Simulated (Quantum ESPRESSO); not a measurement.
# Si5GeAsAl: input and log of a self-consistent run

Simulated, not a measurement. The program is pw.x of Quantum ESPRESSO 7.5 (plane-wave density functional theory). The cell is made up: 8 atoms on a zincblende/diamond lattice, with randomly drawn elements, strain and displacements, not relaxed. PseudoDojo standard norm-conserving files (v0.5 for PBE, v0.4.1 for LDA and PBEsol) set the functional; there is no spin polarisation, spin-orbit coupling or dispersion term, and the masses in the input are unused placeholders.

Input:

```
&control calculation='scf', pseudo_dir='./dojo.nc.sr.pbe.v0_5.standard.upf', outdir='./o', disk_io='medium', tprnfor=.true., tstress=.true. /
&system ibrav=0, nat=8, ntyp=4, nbnd=36, ecutwfc=84.00895049, nosym=.true., tot_charge=0,
 occupations='smearing', smearing='fd', degauss=0.0073498644
/
&electrons conv_thr=7.350e-09, electron_maxstep=60, /
ATOMIC_SPECIES
Al 1.0 Al.upf
As 1.0 As.upf
Ge 1.0 Ge.upf
Si 1.0 Si.upf
CELL_PARAMETERS angstrom
5.7476 0.0557 0.0266
0.0557 5.6252 -0.006
0.0266 -0.006 5.6204
ATOMIC_POSITIONS angstrom
Si -0.0183 0.0019 0.0136
Ge 0.0265 2.7493 2.7906
Si 2.8954 -0.0134 2.8557
Si 2.9233 2.8188 0.0355
As 1.4562 1.4037 1.3644
Al 1.5714 4.2437 4.2633
Si 4.335 1.425 4.2619
Si 4.4039 4.2931 1.4105
K_POINTS automatic
6 6 6 1 1 1
```

The log is shortened where brackets say so; the opening notice, blank lines, dates and the lines on written files are dropped, and the path of the files is cut. It prints rydbergs, bohrs and kilobars, and counts compression as positive stress.

```
     Program PWSCF v.7.5
     Parallel version (MPI & OpenMP), running on       1 processor cores
     Number of MPI processes:                 1
     Threads/MPI process:                     1
     [start-up lines left out]
     bravais-lattice index     =            0
     lattice parameter (alat)  =      10.8620  a.u.
     unit-cell volume          =    1226.1302 (a.u.)^3
     number of atoms/cell      =            8
     number of atomic types    =            4
     number of electrons       =        52.00
     number of Kohn-Sham states=           36
     kinetic-energy cutoff     =      84.0090  Ry
     charge density cutoff     =     336.0358  Ry
     scf convergence threshold =      7.3E-09
     mixing beta               =       0.7000
     number of iterations used =            8  plain     mixing
     Exchange-correlation= PBE
                           (   1   4   3   4   0   0   0)
     [axes and pseudopotential details left out]
   Cartesian axes
     site n.     atom                  positions (alat units)
         1        Si     tau(   1) = (  -0.0031838   0.0003306   0.0023661  )
         2        Ge     tau(   2) = (   0.0046104   0.4783112   0.4854964  )
         3        Si     tau(   3) = (   0.5037290  -0.0023313   0.4968222  )
         4        Si     tau(   4) = (   0.5085830   0.4904025   0.0061761  )
         5        As     tau(   5) = (   0.2533433   0.2442096   0.2373724  )
         6        Al     tau(   6) = (   0.2733853   0.7383004   0.7417103  )
         7        Si     tau(   7) = (   0.7541844   0.2479153   0.7414667  )
         8        Si     tau(   8) = (   0.7661713   0.7468948   0.2453926  )
     number of k points=   108  Fermi-Dirac smearing, width (Ry)=  0.0073
     Number of k-points >= 100: set verbosity='high' to print them.
     Dense  grid:   127475 G-vectors     FFT dimensions: (  64,  64,  64)
     Estimated max dynamical RAM per process >     167.70 MB
     Initial potential from superposition of free atoms
     starting charge      51.9934, renormalised to      52.0000
     Starting wfcs are   42 randomized atomic wfcs
     total cpu time spent up to now is       49.5 secs
     per-process dynamical memory:   111.8 Mb
     Self-consistent Calculation
     iteration #  1     ecut=    84.01 Ry     beta= 0.70
     Davidson diagonalization with overlap
     ethr =  1.00E-02,  avg # of iterations =  3.9
     Threshold (ethr) on eigenvalues was too large:
     Diagonalizing with lowered threshold
     Davidson diagonalization with overlap
     ethr =  3.94E-04,  avg # of iterations =  6.0
     total cpu time spent up to now is      328.3 secs
     total energy              =    -437.63372604 Ry
     estimated scf accuracy    <       0.22372539 Ry
     iteration #  2     ecut=    84.01 Ry     beta= 0.70
     Davidson diagonalization with overlap
     ethr =  4.30E-04,  avg # of iterations =  2.3
     total cpu time spent up to now is      445.3 secs
     total energy              =    -437.63928331 Ry
     estimated scf accuracy    <       0.07985229 Ry
     iteration #  3     ecut=    84.01 Ry     beta= 0.70
     Davidson diagonalization with overlap
     ethr =  1.54E-04,  avg # of iterations =  2.5
     total cpu time spent up to now is      558.7 secs
     total energy              =    -437.66220243 Ry
     estimated scf accuracy    <       0.02540499 Ry
     iteration #  4     ecut=    84.01 Ry     beta= 0.70
     Davidson diagonalization with overlap
     c_bands:  1 eigenvalues not converged
     ethr =  4.89E-05,  avg # of iterations =  4.3
     total cpu time spent up to now is      675.6 secs
     total energy              =    -437.66660529 Ry
     estimated scf accuracy    <       0.00099783 Ry
     iteration #  5     ecut=    84.01 Ry     beta= 0.70
     Davidson diagonalization with overlap
     c_bands:  1 eigenvalues not converged
     c_bands:  1 eigenvalues not converged
     c_bands:  1 eigenvalues not converged
     ethr =  1.92E-06,  avg # of iterations = 10.6
     total cpu time spent up to now is      814.1 secs
     total energy              =    -437.66692075 Ry
     estimated scf accuracy    <       0.00006008 Ry
     iteration #  6     ecut=    84.01 Ry     beta= 0.70
     Davidson diagonalization with overlap
     ethr =  1.16E-07,  avg # of iterations =  2.3
     total cpu time spent up to now is      910.3 secs
     total energy              =    -437.66693312 Ry
     estimated scf accuracy    <       0.00000388 Ry
     iteration #  7     ecut=    84.01 Ry     beta= 0.70
     Davidson diagonalization with overlap
     ethr =  7.45E-09,  avg # of iterations =  3.3
     total cpu time spent up to now is     1021.3 secs
     total energy              =    -437.66693428 Ry
     estimated scf accuracy    <       0.00000057 Ry
     iteration #  8     ecut=    84.01 Ry     beta= 0.70
     Davidson diagonalization with overlap
     ethr =  1.09E-09,  avg # of iterations =  2.5
     total cpu time spent up to now is     1124.3 secs
     total energy              =    -437.66693445 Ry
     estimated scf accuracy    <       0.00000006 Ry
     iteration #  9     ecut=    84.01 Ry     beta= 0.70
     Davidson diagonalization with overlap
     ethr =  1.23E-10,  avg # of iterations =  2.4
     total cpu time spent up to now is     1220.6 secs
     total energy              =    -437.66693447 Ry
     estimated scf accuracy    <          7.7E-09 Ry
     iteration # 10     ecut=    84.01 Ry     beta= 0.70
     Davidson diagonalization with overlap
     ethr =  1.48E-11,  avg # of iterations =  3.1
     total cpu time spent up to now is     1319.6 secs
     End of self-consistent calculation
     Number of k-points >= 100: set verbosity='high' to print the bands.
     the Fermi energy is     6.2022 ev
!    total energy              =    -437.66693447 Ry
     estimated scf accuracy    <          6.4E-10 Ry
     smearing contrib. (-TS)   =      -0.00185761 Ry
     internal energy E=F+TS    =    -437.66507686 Ry
     The total energy is F=E-TS. E is the sum of the following terms:
     one-electron contribution =    -291.62838375 Ry
     hartree contribution      =     168.91475995 Ry
     xc contribution           =    -108.46414310 Ry
     ewald contribution        =    -206.48730996 Ry
     convergence has been achieved in  10 iterations
     Forces acting on atoms (cartesian axes, Ry/au):
     atom    1 type  4   force =    -0.00828895   -0.01385862   -0.02332262
     atom    2 type  3   force =    -0.00501856    0.04609807    0.03981160
     atom    3 type  4   force =     0.02651818    0.00647740   -0.00387063
     atom    4 type  4   force =     0.02691664    0.02247684   -0.00795141
     atom    5 type  2   force =     0.01868389   -0.02078624    0.00597818
     atom    6 type  1   force =    -0.02869082   -0.01685197   -0.00785360
     atom    7 type  4   force =    -0.00836975   -0.01159168   -0.00540965
     atom    8 type  4   force =    -0.02175062   -0.01196380    0.00261815
     Total force =     0.097136     Total SCF correction =     0.000094
     Computing stress (Cartesian axis) and pressure
          total   stress  (Ry/bohr**3)                   (kbar)     P=      -20.47
  -0.00020983  -0.00008555  -0.00010955          -30.87      -12.59      -16.12
  -0.00008555  -0.00010354  -0.00003246          -12.59      -15.23       -4.78
  -0.00010955  -0.00003246  -0.00010410          -16.12       -4.78      -15.31
     init_run     :     46.30s CPU     49.39s WALL (       1 calls)
     electrons    :   1209.53s CPU   1270.15s WALL (       1 calls)
     forces       :     11.89s CPU     12.03s WALL (       1 calls)
     stress       :     51.21s CPU     53.60s WALL (       1 calls)
     [timing details left out]
     PWSCF        :  21m59.36s CPU  23m 7.16s WALL
     JOB DONE.
```

In other units: free energy -5954.762 eV for the cell, pressure -2.05 GPa, largest force component 1.185 eV/Å. A rerun of a related cell, with the same atoms placed differently, at 1437 eV and a 8 x 8 x 8 mesh moved values by no more than 0.004 eV in energy, 0.02 GPa in stress and 0.006 eV/Å in force.